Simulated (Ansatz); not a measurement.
**CsPbBr3 with Li replacing Cs: gradients before and after relaxing the atoms**

Start: a supercell of CsPbBr3 (cubic perovskite type, Pm-3m) built from an entry of the Crystallography Open Database (COD), with all atoms left at the host's positions.

```
CELL_PARAMETERS angstrom
-5.87000 5.87000 5.87000
5.87000 -5.87000 5.87000
5.87000 5.87000 -5.87000
ATOMIC_POSITIONS crystal
Li 0.00000 0.00000 0.00000
Cs 0.50000 0.50000 0.00000
Cs 0.50000 0.00000 0.50000
Cs 0.00000 0.50000 0.50000
Pb 0.50000 0.50000 0.50000
Pb 0.00000 0.00000 0.50000
Pb 0.00000 0.50000 0.00000
Pb 0.50000 0.00000 0.00000
Br 0.50000 0.25000 0.25000
Br 0.00000 0.75000 0.25000
Br 0.00000 0.25000 0.75000
Br 0.50000 0.75000 0.75000
Br 0.25000 0.50000 0.25000
Br 0.75000 0.00000 0.25000
Br 0.75000 0.50000 0.75000
Br 0.25000 0.00000 0.75000
Br 0.25000 0.25000 0.50000
Br 0.75000 0.75000 0.50000
Br 0.75000 0.25000 0.00000
Br 0.25000 0.75000 0.00000
```

Atoms are numbered from 1 in the order listed; like atoms form one site, named after its first atom.

All values are calculated (Ansatz; DFT, PBE, plane waves and PAW, scalar-relativistic, 420 eV cutoff, Γ-centred 2×2×2 k-points, Fermi–Dirac smearing 0.01 eV), not measured.

The largest force at the start is 0.051 eV/Å. Relaxing the ions at fixed cell moves them by 0.070 Å at most (atom 9, Br) and 0.054 Å rms.

| site | atom | moved (Å) | first shell before | first shell after | V_zz before (10²¹ V/m²) | η before |
| --- | --- | --- | --- | --- | --- | --- |
| Li | 1 | 0.000 | 12 Br at 4.15 Å | 12 Br at 4.08 Å | 0.00 | – |
| Cs | 2 | 0.000 | 12 Br at 4.15 Å | 12 Br at 4.15–4.22 Å | -0.10 | 0.00 |
| Pb | 5 | 0.000 | 6 Br at 2.93–2.94 Å | 6 Br at 2.94 Å | 0.16 | 0.00 |
| Br | 9 | 0.070 | 2 Pb at 2.94 Å, angle 180° | 2 Pb at 2.94 Å, angle 177° | 19.07 | 0.06 |

Task: What are V_zz and η after the relaxation?

Result: 

| site | atom | V_zz after | η after | change of V_zz |
| --- | --- | --- | --- | --- |
| Li | 1 | 0.00 | – | 0.00 |
| Cs | 2 | -0.82 | 0.00 | -0.72 |
| Pb | 5 | -1.53 | 0.00 | -1.69 |
| Br | 9 | 19.00 | 0.04 | -0.07 |

The largest change of V_zz is on Pb, from 0.16 to -1.53. V_zz changes sign on Pb (same axis).

The defect repeats with the cell of 20 atoms, so it feels its images: sites between two images don't show the values beside a lone defect, and zeros or small values of η there can come from the images' arrangement. Br carries a gradient in the pure host already, so the values there aren't the defect's effect alone. This high-symmetry form of CsPbBr3 is unstable when cold, to tilts of the octahedra. The symmetry of the cell holds that distortion back, wholly or in part, and it would change the field gradients, the more the larger the distortion. Spin–orbit coupling is left out, which shifts gradients on Pb by a few per cent, and by more where contributions nearly cancel.
Before: The neighbours have not yet relaxed around the defect (largest force 0.051 eV/Å), so a real crystal will differ.
After: The relaxation keeps the site symmetry m-3m of the start, so the impurity can't leave its site; a start off the site could end lower.
